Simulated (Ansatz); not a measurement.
E(q) of EuGe (Cmcm)

```
Eu Ge
1.0
     2.32270   -5.59294    0.00000
     2.32270    5.59294    0.00000
     0.00000    0.00000    4.06519
Eu Ge
2 2
Direct
  0.13956 0.86044 0.25000
  0.86044 0.13956 0.75000
  0.42794 0.57206 0.25000
  0.57206 0.42794 0.75000
```

The geometry is a structure from the Materials Project, held fixed and not relaxed.

Settings: LDA, 6×6×6 k mesh, Fermi–Dirac smearing of 0.05 eV. PAW means Ansatz 0.2.0 on its default frozen-core files. Site moments are integrated in spheres about the atoms. Start moments (μB): Eu1 6.8, Eu2 6.8.

Flat spirals without spin–orbit coupling: moments start in the xy plane and turn about z by q·R from cell to cell, and their directions inside a cell are free. q runs from Γ to Y = (-0.500, 0.500, 0.000) in reciprocal cell vectors. Energies count from each method's run at q = 0. Each q is a vector of the k mesh, and the mesh is shifted by q/2 where needed, so that both spin components are sampled on the same points as at q = 0.

| fraction of Γ–Y | q (1/Å) | ΔF PAW (meV/cell) | largest moment, PAW (μB) |
| --- | --- | --- | --- |
| 0.000 | 0.000 | 0.0 | 6.77 |
| 0.333 | 0.187 | +2.9 | 6.77 |
| 0.667 | 0.374 | ? | 6.76 |
| 1.000 | 0.562 | ? | 6.75 |

Q: Give the missing entry: row "0.667", column "ΔF PAW (meV/cell)".

A: +13.9.

Q: Fill in "ΔF PAW (meV/cell)" for the row "1.000".

A: +23.3.

q = 0 is the lowest point, but the next lies within 4.0 meV per cell, which this mesh may not resolve.

The PAW files were made with PBE; the program remakes their cores once for the run's functional and then keeps them frozen. Without U a semilocal functional puts the f levels too near the Fermi level, which can change moments and the order of magnetic states; site and cell moments are spin moments. Spin–orbit coupling is left out although heavy atoms are present. With open f shells a run can end in a state that isn't the lowest. These are results for the start and cell typed. The real compound can order otherwise, in a larger cell, or not at all, since semilocal functionals at zero temperature often overstate magnetism.
